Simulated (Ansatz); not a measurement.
**SiO2, one structure, two calculations**

Cell: a COD entry whose atoms were relaxed with PBE, the cell held.

Space group P4_12_12 (No. 92); a = 4.9727, c = 6.9257 Å.

| site | Wyckoff | site symmetry | x | y | z |
| --- | --- | --- | --- | --- | --- |
| Si | 4a | ..2 | 0.3055 | 0.3055 | 0.0000 |
| O | 8b | 1 | 0.2365 | 0.1167 | 0.1852 |

One atom of each set is listed.

First run. All values are calculated (Ansatz; DFT, PBE, plane waves and PAW, scalar-relativistic, 420 eV cutoff, Γ-centred 5×5×4 k-points, Fermi–Dirac smearing 0.02 eV), not measured.

```json
{"site": "Si", "V_zz (10²¹ V/m²)": "-0.40", "η": "0.90"}
{"site": "O", "V_zz (10²¹ V/m²)": "9.45", "η": "0.19"}
```

Second run. The same atoms and settings, except that the functional is r2SCAN and the cutoff is 500 eV.

(1) Given the first result, estimate the second.

Results:

(1) 

```tsv
site	V_zz	η	change of V_zz
Si	-0.40	0.84	0.00
O	9.33	0.19	-0.12
```

The largest change of V_zz is on O, from 9.45 to 9.33. In per cent, |V_zz| changes by -1 on O (all sites that start above 0.5).

For the second run: The largest force is 0.3 eV/Å, so the atoms aren't at the calculated equilibrium and relaxing them would move these values.
